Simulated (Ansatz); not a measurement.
SiGe (CsCl type), relaxed with LDA (Ansatz, a first-principles code, plane waves, PAW): a = b = c = 3.180 Å, α = β = γ = 90.00°.

- ΔH_f (eV/atom) = 0.45
- B₀ by P(V) fit (GPa) = 87.0

Problem. The same phase is relaxed and computed with r²SCAN in the same code. What are the cell and these values now?

Solution. a = b = c = 3.2153 Å, α = β = γ = 90.00°.

ΔH_f (eV/atom): 0.74
B₀ by P(V) fit (GPa): 77.3

Constructed cells (a structure type filled with these elements, in neither database checked): SiGe, CsCl type. Unstable at this level: SiGe, CsCl type with LDA. All cells were relaxed under the symmetry of their starts (and spin orders); stability against distortions was not tested throughout. Scalar-relativistic: spin–orbit coupling is off unless named, which matters more the heavier the elements.

Potentials: the later of the program's two PAW sets.

Ansatz is a plane-wave DFT program.

Formation energies count from the lowest solids of the elements computed at the same level, not from gases.
